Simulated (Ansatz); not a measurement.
# Ansatz 0.2.0, relaxation: SrAg$_{2}$B$_{2}$

Launch command:

```bash
ansatz run input.yaml --threads 2 --pin off --max-ram 2560MiB --backend cpu --events-out ev --progress --plain --runs-dir out
```

Input:

```yaml
crystal:
  lattice:
    - [0.0, 4.11801, 0.0]
    - [4.11801, 0.0, 0.0]
    - [2.059005, 2.059005, -4.926569]
  atoms:
    - { symbol: B, position: [0.389, 0.389, 0.222] }
    - { symbol: B, position: [0.611, 0.611, 0.778] }
    - { symbol: Ag, position: [0.75, 0.25, 0.5] }
    - { symbol: Ag, position: [0.25, 0.75, 0.5] }
    - { symbol: Sr, position: [0.0, 0.0, 0.0] }
  symmetry: { tolerance: 0.0003 }
kpoints:
  mp_grid: { grid: [7, 7, 7], shift: [0, 0, 0] }
magnetization:
  spin_polarized: false
scf:
  occupations: { method: fermi_dirac }
  lower_state_search: "off"
hamiltonian:
  pseudopotentials: { kind: paw }
  xc: r2scan
basis:
  ecutwfc: 500
  fft_grid_basis: typed
relax:
  max_steps: 80
  cell: { p_target: 0.0 }
output:
  forces: true
  stress: true
  eigenvalues: true
  bader: true
  populations: true
  elf: true
  write_potential: true
  volumetric_format: npy
  dos:
    e_range: [-12, 8]
    de: 0.05
    projected: { site_lists: { Ag: [Ag], B: [B], Sr: [Sr] } }
checkpoint:
  read: saved_state
```

Origin of the cell: a known structure type with other elements, at an estimated volume, so it need not be a known compound.

The smearing width isn't typed, so it takes its default of 0.1 eV.

The saved state is a converged single point of the same cell.

Excerpt of the output:

```
Pseudopotentials: kind: paw
Pseudopotential: B, paw, valence charge 3, recommended cutoff 500 eV (meta_gga), B.paw.azcp
Pseudopotential: Ag, paw, valence charge 19, recommended cutoff 500 eV (meta_gga), Ag.paw.azcp
Pseudopotential: Sr, paw, valence charge 10, recommended cutoff 500 eV (meta_gga), Sr.paw.azcp
Functional definition: r2SCAN
  exchange = r2scan_x(k0 = k0, k1 = k1, a1 = a1)
  correlation = r2scan_c
Crystal: 5 atoms, lattice volume = 83.545 Å³
Basis set: ecut = 500 eV, 2153 PW (Γ), exchange–correlation on 128×128×180 points (64 copies of the dense FFT grid, shifted against one another)
Bands: 33, of which v1, the nominal top of the filled ones, is band 27 counted from 1 (26 counted from 0)
Symmetry: 16 space group operations
[… 12 lines left out …]
Initial density: read from a saved state, or passed on in memory by an earlier SCF of this step, an earlier step, the calling program or the single point that the run made first
Functional: x = r2scan, c = r2scan; τ floored in thin density (d = 2e-4 eV/Å³)
SCF iter   1: F=-19073.778535 eV  HF=-19073.777732 eV  Δρ=6.63e-4  dr2=4.26e-4  dr2_τ=2.53e-4
SCF iter   2: F=-19073.778627 eV  HF=-19073.778614 eV  Δρ=4.15e-4  dr2=2.17e-4  dr2_τ=1.05e-5
SCF iter   3: F=-19073.778671 eV  HF=-19073.778668 eV  Δρ=1.18e-4  dr2=1.87e-5  dr2_τ=1.21e-6
SCF iter   4: F=-19073.778672 eV  HF=-19073.778673 eV  Δρ=5.46e-5  dr2=3.92e-6  dr2_τ=2.32e-7
SCF iter   5: F=-19073.778674 eV  HF=-19073.778674 eV  Δρ=1.90e-5  dr2=3.42e-7  dr2_τ=2.57e-8
SCF iter   6: F=-19073.778674 eV  HF=-19073.778674 eV  Δρ=5.86e-6  dr2=4.83e-8  dr2_τ=3.53e-9
relax step   1: F+E_penalty+E_count = -19073.778674 eV  Δ(F+E_penalty+E_count) = +0.000e0 eV  max|allowed force component| = 1.309e0 eV/Å  Δτ_max = 0.0000 Å  P = -4.041 GPa  Ω = 83.545 Å³  (6 […]
relax step   2: F+E_penalty+E_count = -19074.326318 eV  Δ(F+E_penalty+E_count) = -5.476e-1 eV  max|allowed force component| = 2.168e0 eV/Å  Δτ_max = 0.1064 Å  P = +2.011 GPa  Ω = 77.584 Å³  e […]
relax step   3: F+E_penalty+E_count = -19074.557901 eV  Δ(F+E_penalty+E_count) = -2.316e-1 eV  max|allowed force component| = 2.015e-1 eV/Å  Δτ_max = 0.1231 Å  P = +12.397 GPa  Ω = 72.504 Å³ […]
relax step   4: F+E_penalty+E_count = -19074.799804 eV  Δ(F+E_penalty+E_count) = -2.419e-1 eV  max|allowed force component| = 8.149e-1 eV/Å  Δτ_max = 0.0019 Å  P = +2.332 GPa  Ω = 78.318 Å³ […]
relax step   5: F+E_penalty+E_count = -19074.845466 eV  Δ(F+E_penalty+E_count) = -4.566e-2 eV  max|allowed force component| = 4.644e-3 eV/Å  Δτ_max = 0.0324 Å  P = +0.533 GPa  Ω = 80.487 Å³ […]
relax step   6: F+E_penalty+E_count = -19074.846148 eV  Δ(F+E_penalty+E_count) = -6.828e-4 eV  max|allowed force component| = 3.382e-3 eV/Å  Δτ_max = 0.0011 Å  P = +0.043 GPa  Ω = 80.942 Å³ […]
relax step   7: F+E_penalty+E_count = -19074.846161 eV  Δ(F+E_penalty+E_count) = -1.287e-5 eV  max|allowed force component| = 1.085e-3 eV/Å  Δτ_max = 0.0003 Å  P = -0.001 GPa  Ω = 80.980 Å³ […]
relax step   8: F+E_penalty+E_count = -19074.846183 eV  Δ(F+E_penalty+E_count) = -2.141e-5 eV  max|allowed force component| = 2.645e-4 eV/Å  Δτ_max = 0.0009 Å  P = -0.015 GPa  Ω = 80.987 Å³ […]
relax step   9: F+E_penalty+E_count = -19074.845726 eV  Δ(F+E_penalty+E_count) = +4.568e-4 eV  max|allowed force component| = 2.242e-4 eV/Å  Δτ_max = 0.0000 Å  P = -0.020 GPa  Ω = 80.987 Å³  stress off target by 4.45e-2 GPa […]
SCF 9 converged in 6 iterations: F = -19074.845726 eV  dr2 = 9.71e-12
basis re-selected at this cell: Δ(F+E_penalty+E_count) = +4.568e-4 eV, ΔP = -0.005 GPa vs the last step (what re-selecting the basis moved, of the pressure what is left beyond the Pulay corre […]
SCF converged after 6 iterations
Free energy (F): -19074.845726 eV
Harris-Foulkes:  -19074.845726 eV  (|F-HF|=3.64e-12)
Internal energy: -19074.794540 eV  (E = F + TS)
E sigma→0 (E₀):  -19074.820133 eV
Entropy (-TS):   -0.051186 eV (-10.237 meV/atom)
Fermi energy:    12.193041 eV
--- Per-component energies (eV) ---
  E_band       = -718.486871
  E_kinetic    = 1391.149036
  E_local      = -6623.915398  (includes V_loc(G=0)·N_el)
  E_nonlocal   = 386.561828
  E_hartree    = 2879.522909
  E_xc         = -581.201728
  E_vxc        = -783.400234  (∫ρ·V_xc dr)
  E_paw        = -10718.854692  (= ΣΔE_a)
  E_vpaw       = -899.205357  (= ΣTr[D̂ρ^β])
  E_aug_tail   = 0.000115  (compensation charges beyond the density's cutoff)
  E_vtau       = 51.277425  (kinetic-family band-sum trace: ∫τ·v_τ [+ j·A + Jᵃ·Aᵃ] dr)
  E_ewald      = -5806.855067
  E_core_change = -1.201542  (= ΣΔE_core)
  E_smearing   = -0.051186  (= −TS)
  Σ components = -19074.845726   (vs F -19074.845726, Δ=0.00e0)
--- Forces (eV/Å), atoms counted from 1 ---
  atom   1  B      0.000000     0.000000    -0.000224
  atom   2  B     -0.000000     0.000000     0.000224
  atom   3  Ag     0.000000     0.000000     0.000000
  atom   4  Ag    -0.000000     0.000000    -0.000000
  atom   5  Sr    -0.000000     0.000000     0.000000
  max |Σ_I F_I| component: 2.78e-17 eV/Å
--- Stress (GPa, compression-positive) ---
       -0.007880       0.000000       0.000000
        0.000000      -0.007880       0.000000
        0.000000       0.000000      -0.044511
  P = ⅓ Tr σ = -0.0201 GPa (-0.201 kbar)
--- Relaxed structure (8 steps of the walk, 8 accepted, 1 SCFs on fresh bases) ---
  F+E_penalty+E_count = -19074.845726 eV   max|allowed force component| = 2.242e-4 eV/Å   (the final SCF, on the basis selected at the relaxed cell)
  cell:  # Å, volume = 80.9873 Å³
    - [0.0, 4.165656, 0.0]
    - [4.165656, 0.0, 0.0]
    - [2.082828, 2.082828, -4.667130]
  atoms:
    - { symbol: B, position: [0.415373, 0.415373, 0.169253] }
    - { symbol: B, position: [0.584627, 0.584627, 0.830747] }
    - { symbol: Ag, position: [0.750000, 0.250000, 0.5] }
    - { symbol: Ag, position: [0.250000, 0.750000, 0.5] }
    - { symbol: Sr, position: [-2.860e-19, -2.860e-19, 5.721e-19] }
--- Löwdin populations: 5 sites ---
  site symbol       q [e]
     0      B      4.0485
     1      B      4.0485
     2     Ag     18.5356
     3     Ag     18.5356
     4     Sr      8.3731
  spilling = 0.008497 (of n_electrons = 54.000000)
--- Bader charges: 5 sites ---
  site symbol  charge [e]  shift [e]
     0      B     -0.5711     0.0000
     1      B     -0.5711     0.0000
     2     Ag     -0.1220     0.0000
     3     Ag     -0.1220     0.0000
     4     Sr      1.3862     0.0000
  estimated error of the sums over rays = 7.4e-4 e
```

Before:

Space group I4/mmm (No. 139); the run's cell has a = 4.118 Å, b = 4.118 Å, c = 5.723 Å, α = 68.91°, β = 68.91°, γ = 90.00°. Shortest distances: B–B 2.19 Å, Ag–B 2.47 Å, Ag–Ag 2.91 Å, B–Sr 3.11 Å, Ag–Sr 3.21 Å.

After:

Space group I4/mmm (No. 139); the run's cell has a = 4.166 Å, b = 4.166 Å, c = 5.519 Å, α = 67.83°, β = 67.83°, γ = 90.00°. Shortest distances: B–B 1.58 Å, Ag–B 2.59 Å, Ag–Ag 2.95 Å, B–Sr 3.05 Å, Ag–Sr 3.13 Å.

| Property | Result |
| --- | --- |
| Free energy lowered by | 213.4 meV/atom |
| Volume change | -3.06 % |
| Final pressure | -0.02 GPa |
| Relaxation steps listed | 9 |
| Gap on the mesh | none (metal) |

Caveats: the relaxation held the start's symmetry, so the end may be a saddle point.

Time: 54 s of wall time on 2 CPU thread(s) of a shared host, from a saved density.
